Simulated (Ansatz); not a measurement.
Data:

BP:
```
BP
1.0
    3.15843     0.00000     0.00000
   -1.57921     2.73528     0.00000
    0.00000     0.00000     5.24156
B P
2 2
Direct
  0.66667   0.33333   0.50048
  0.33333   0.66667   0.00048
  0.66667   0.33333   0.87452
  0.33333   0.66667   0.37452
```

This is the LDA-relaxed structure. Cartesian axes are those of the cell as given.

Task: All from plane-wave PAW LDA (Ansatz code), unless another level is named. Estimate the hole effective mass, band 2 of 2 at the edge.

Result: 0.21 along x, 0.58 along z (mₑ).

Task: What about the formation energy from the elements (no fitted shifts)?

Result: -0.44 eV/atom.

Task: What about the conduction-band minimum?

Result: at K (2 equivalent valleys).

Task: Predict the valence-band maximum.

Result: at Γ.

Space group P6_3mc (wurtzite). The workflow started from a Materials Project entry (that database holds measured and hypothetical structures alike); the Crystallography Open Database copy checked does not list it. It is not the phase usual at ambient conditions (space group No. 216). The LDA relaxation kept the symmetry of its start; whether a distortion lowers the energy is not shown. The references are the lowest solids computed at this level, not always the standard phases.

Potentials: the earlier of the program's two PAW sets. The files were generated under PBE; for other functionals the program regenerates the frozen cores, and for LDA and PBEsol the local potential too.

Edges and masses are those of Kohn–Sham bands, whose gap is no quasiparticle gap.
